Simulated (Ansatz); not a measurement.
MgH2:
Space group P4₂/mnm (No. 136); a = b = 4.4850 Å, c = 2.9961 Å, α = β = γ = 90.00°

```tsv
atom	site	symmetry	x	y	z
Mg	2a	m.mm	0.0000	0.0000	0.0000
H	4f	m.2m	0.3047	0.3047	0.0000
```

Relaxed with r²SCAN.

Problem. Decompose the optical modes at the zone centre into irreducible representations, and say which are infrared and Raman allowed.

Solution. Point group 4/mmm: Γ_opt = A1g + A2g + A2u + B1g + 2B1u + B2g + Eg + 3Eu. Infrared: A2u, Eu. Raman: A1g, B1g, B2g, Eg.

Problem. Assign frequencies (DFPT, plane-wave PAW r²SCAN (Ansatz code); without the LO–TO term).

Solution. B1u 197, Eu 308, B1g 314, Eu 564, A2g 838, A2u 892, Eg 1008, B1u 1156, Eu 1224, A1g 1326, B2g 1517 cm⁻¹.

Subscripts of B labels follow the axes of the standard setting.

Space group P4_2/mnm (rutile). The cell was relaxed with r²SCAN under the symmetry of its start; phonons on a q-mesh show no instability.

Potentials: the later of the program's two PAW sets.
